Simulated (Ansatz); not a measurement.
PbTe (rock salt)

```yaml
crystal:
  lattice:
    - [0.00000, 3.26735, 3.26735]
    - [3.26735, 0.00000, 3.26735]
    - [3.26735, 3.26735, 0.00000]
  atoms:
    - { symbol: Te, position: [0.00000, 0.00000, 0.00000] }
    - { symbol: Pb, position: [0.50000, 0.50000, 0.50000] }
```

The slice is a {111} plane (indices of the conventional cell) through the point (0.500, 0.500, 0.500) (fractional), spanned by u = [100] and v = [-1 2 0] in vectors of this cell: u (4.62 Å) and v (8.00 Å, at 90° to u). It covers one period; positions are fractions (u, v).

Level of theory: r2SCAN (plane waves to 500 eV, PAW, scalar-relativistic; Ansatz, a quantum-chemistry and plane-wave program). k mesh 9×9×9. These are valence fields of a PAW run, semicore shells included where kept as valence: close to a nucleus they are smooth pseudo fields. PbTe was relaxed with its symmetry unable to fall. Spin-orbit coupling is left out, though Pb and Te are heavy.

Q: Predict the map of the density of the lowest conduction band (whole band as if filled, smooth part) on the slice.

A: 
```
|##==::@@%%==::::::==%%@@::==|
|  ::%%@@**--::..::--**@@%%::|
|@@@@@@##==--::..::--==##@@@@|
|%%##**==--::......::--==**##|
|====----::::......::::----==|
|::::::::::::::::::::::::::::|
|....::::----======----::::..|
|....::--==**##%%##**==--::..|
|..::--==##@@@@@@@@@@##==--::|
|..::--**@@%%::  ::%%@@**--::|
|::::==%%@@::==##==::@@%%==::|
|::::++%%@@  ##  ##  @@%%++::|
|::::==%%@@::==##==::@@%%==::|
|..::--**@@%%::  ::%%@@**--::|
|..::--==##@@@@@@@@@@##==--::|
|....::--==**##%%##**==--::..|
|....::::----======----::::..|
|::::::::::::::::::::::::::::|
|====----::::......::::----==|
|%%##**==--::......::--==**##|
|@@@@@@##==--::..::--==##@@@@|
|  ::%%@@**--::..::--**@@%%::|
|##==::@@%%==::::::==%%@@::==|
|  ##  @@%%++::::::++%%@@  ##|
```
Scale: ten equal steps from 0.002 (start of ' ') to 0.064 (end of '@'), in the order ' .:-=+*#%@'. Values: density of the lowest conduction band (whole band as if filled, smooth part) in e/Å³. The map has 14 points along u (two characters each, u = 0 at the left) and 24 along v (v = 0 in the bottom row).
